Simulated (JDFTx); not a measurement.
Input for JDFTx (a modified build): trimethylarsine, C3H9As (SMILES C[As](C)C), charge 0, multiplicity 1, linear PCM (GLSSA13), tetrahydrofuran, no salt; lengths in bohr, energies in hartree. This linear run has a cavity as tight as the nonlinear model's, a pairing that the parameters may not suit. The run starts from orbitals saved by an earlier run of the same system.

```
lattice \
  22.6767134955 0.0000000000 0.0000000000 \
  0.0000000000 23.6215765578 0.0000000000 \
  0.0000000000 0.0000000000 18.4248297151
coords-type Cartesian
ion C 1.6027124302 -2.8643375671 -0.0653402352 0
ion As 0.2965897534 0.0713528290 -1.9625667039 0
ion C 2.1867146694 2.6697637593 -0.0652765719 0
ion C -2.8989585264 0.4083099525 -0.0653004965 0
ion H 1.4880541417 -2.5332708536 1.9624601403 0
ion H 3.5669957535 -3.2206992392 -0.5660986595 0
ion H 0.5142732333 -4.5502739185 -0.5219601111 0
ion H 1.9493891346 2.4107033190 1.9623955190 0
ion H 1.5218022664 4.5502739185 -0.5731059478 0
ion H 4.1923052887 2.5616870251 -0.5147042270 0
ion H -2.5560025250 0.3369355661 1.9625667039 0
ion H -3.8114941660 2.1966213972 -0.5185692825 0
ion H -4.1923052887 -1.1111581809 -0.5700626226 0
ion-species pseudo/c_pbe_v1.2.upf
ion-species pseudo/as_pbe_v1.upf
ion-species pseudo/h_pbe_v1.4.upf
elec-cutoff 20 100
elec-ex-corr gga-PBE
symmetries none
elec-n-bands 13
electronic-minimize nIterations 150 energyDiffThreshold 1e-7
fluid LinearPCM
pcm-variant GLSSA13
fluid-solvent THF
fluid-minimize nIterations 400 knormThreshold 1e-11
wavefunction read s0.wfns 16
dump-name s5.$VAR
dump End State Ecomponents EigStats BandEigs Forces ElecDensity IonicPositions FluidDebug
```

The log closes as follows.

```
[...]
ElecMinimize: Iter:   7  Etot: -28.872777902431181  |grad|_K:  3.167e-07  alpha:  1.245e+00  linmin: -1.375e-04
ElecMinimize: Iter:   8  Etot: -28.872777968452660  |grad|_K:  1.686e-07  alpha:  1.199e+00  linmin:  1.459e-04
ElecMinimize: Iter:   9  Etot: -28.872777987602298  |grad|_K:  8.697e-08  alpha:  1.228e+00  linmin: -6.015e-03
ElecMinimize: Converged (|Delta Etot|<1.000000e-07 for 2 iters).

# Ionic positions in cartesian coordinates:
ion C   1.602712430200000  -2.864337567100000  -0.065340235200000 0
ion C   2.186714669400000   2.669763759300000  -0.065276571900000 0
ion C  -2.898958526400000   0.408309952500000  -0.065300496500000 0
ion As   0.296589753400000   0.071352829000000  -1.962566703900000 0
ion H   1.488054141700000  -2.533270853600000   1.962460140300000 0
ion H   3.566995753500001  -3.220699239200000  -0.566098659500000 0
ion H   0.514273233300000  -4.550273918500000  -0.521960111100000 0
ion H   1.949389134600000   2.410703319000000   1.962395519000000 0
ion H   1.521802266400000   4.550273918500000  -0.573105947800000 0
ion H   4.192305288700000   2.561687025100000  -0.514704227000000 0
ion H  -2.556002525000000   0.336935566100000   1.962566703900000 0
ion H  -3.811494166000000   2.196621397200000  -0.518569282500000 0
ion H  -4.192305288700000  -1.111158180900000  -0.570062622600000 0

# Forces in Cartesian coordinates:
force C   0.000382695843882  -0.000707295458205  -0.000631054470950 0
force C   0.000452791988582   0.000698114490042  -0.000635623917208 0
force C  -0.000808783300557   0.000034043713748  -0.000662720245105 0
force As  -0.000023375915958  -0.000035624605403  -0.004604905581333 0
force H  -0.001106216742562   0.002729164380659   0.008745569028245 0
force H   0.008064834621972   0.000009576345208  -0.003367370445420 0
force H  -0.005598382596328  -0.005968939156922  -0.003210283768600 0
force H  -0.001831081942488  -0.002297456826789   0.008730529675125 0
force H  -0.004008164809172   0.006955910403992  -0.003392319966138 0
force H   0.007943334556044  -0.001880381822706  -0.003165989240120 0
force H   0.002919173123828  -0.000416630194920   0.008720079833600 0
force H  -0.002351758040839   0.007806401668878  -0.003170810181742 0
force H  -0.004023662712869  -0.006976364240409  -0.003381387253829 0

# Energy components:
   A_diel =       -0.0092388031133401
   Eewald =       26.9605034114469397
       EH =       48.4284595126753885
     Eloc =     -108.6054442969260947
      Enl =       -1.3807789705514937
      Exc =      -24.4379196585769485
 Exc_core =       13.8114051492031571
       KE =       16.3602356682401009
-------------------------------------
     Etot =      -28.8727779876022979
```

The run took 10 electronic cycles (a count that differs between repeats, as do the digits past 10⁻⁶ Ha); the total lies -0.23 eV from the vacuum run at this geometry. The continuum can't coordinate to the solute or react with it.
